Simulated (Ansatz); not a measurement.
# MgCd$_{2}$S$_{3}$ (P-3m1) at 3 levels of theory

One geometry, relaxed with PBE; plane waves with PAW potentials in Ansatz, scalar-relativistic. No spin polarisation. Gaps are the least over mesh and band path; pressure is positive in compression.

```cif
data_structure
_symmetry_space_group_name_H-M 'P 1'
_symmetry_Int_Tables_number 1
_cell_length_a 3.8266
_cell_length_b 3.8266
_cell_length_c 9.3809
_cell_angle_alpha 90.000
_cell_angle_beta 90.000
_cell_angle_gamma 120.000
_cell_volume 118.96
loop_
_atom_site_label
_atom_site_type_symbol
_atom_site_fract_x
_atom_site_fract_y
_atom_site_fract_z
_atom_site_occupancy
Mg1 Mg 0.00000 0.00000 0.00000 1
Cd1 Cd 0.33333 0.66667 0.32882 1
Cd2 Cd 0.66667 0.33333 0.67118 1
S1 S 0.00000 0.00000 0.50000 1
S2 S 0.66667 0.33333 0.15588 1
S3 S 0.33333 0.66667 0.84412 1
```

```
level  cutoff (eV)   k mesh  gap (eV)  pressure (GPa)
  PBE          420  12×12×4      0.92             0.0
```

Question: What comes out on the same cell with r2SCAN, LDA?

Answer:
```tsv
level	cutoff (eV)	k mesh	gap (eV)	pressure (GPa)
r2SCAN	500	12×12×4	1.43	-1.6
LDA	420	12×12×4	0.65	-5.8
```

It was reached by relaxing an invented guess, and it needn't be the stable form of this composition.
